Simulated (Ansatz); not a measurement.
Relaxed-ion elastic tensor of Zn$_{2}$GeO$_{4}$ (spinel, Fd-3m) in GPa (Voigt order), plane-wave PAW r²SCAN (Ansatz code); density 6.15 g/cm³, 10.32 Å³ per atom.

```
 268   159   159   0.0   0.0   0.0
 159   268   159   0.0   0.0   0.0
 159   159   268   0.0   0.0   0.0
 0.0   0.0   0.0  92.6   0.0   0.0
 0.0   0.0   0.0   0.0  92.6   0.0
 0.0   0.0   0.0   0.0   0.0  92.6
```

Task: Is the crystal mechanically stable?

Result: Yes: the smallest eigenvalue of C is 92.6 GPa.

Task: Work out the Voigt, Reuss and Hill averages.

Result: K_V = 195, K_R = 195, K_H = 195; G_V = 77.4, G_R = 72.5, G_H = 75.0 GPa.

Task: Give Young's modulus, Poisson's ratio, Pugh's ratio and the universal anisotropy index.

Result: E = 9KG/(3K + G) = 199 GPa; ν = 0.33; K/G = 2.60 (ductile by the Pugh limit of 1.75); A_U = 5G_V/G_R + K_V/K_R − 6 = 0.34.

Task: Estimate the sound speeds and the Debye temperature.

Result: v_l = √((K + 4G/3)/ρ) = 6930 m/s, v_t = √(G/ρ) = 3490 m/s, mean 3920 m/s; Θ = (h/k)(3n/4πV)^(1/3) v_m = 536 K.

Task: Give the Zener ratio and Young's modulus along [100], [110] and [111].

Result: A = 2C44/(C11 − C12) = 1.69; 1/E = S11 − 2(S11 − S12 − S44/2)Γ with Γ = 0, 1/4, 1/3 gives 150, 209, 240 GPa.

Task: Solve the Christoffel equation for the three sound speeds along [100], [110], [111].

Result: Eigenvalues of C_ijkl n_j n_l equal ρv². In km/s, slowest first: [100] 3.88, 3.88, 6.61; [110] 2.98, 3.88, 7.06; [111] 3.31, 3.31, 7.20.

The cell is a constructed one: a structure type filled with these elements; neither database checked (COD, Materials Project) lists it. COD files the formula under space group No. 95, 148. Whether it is the stable phase at ambient conditions was not checked. Symmetry was held in the r²SCAN relaxation; whether a distortion lowers the energy is not shown.

Potentials: the earlier of the program's two PAW sets.
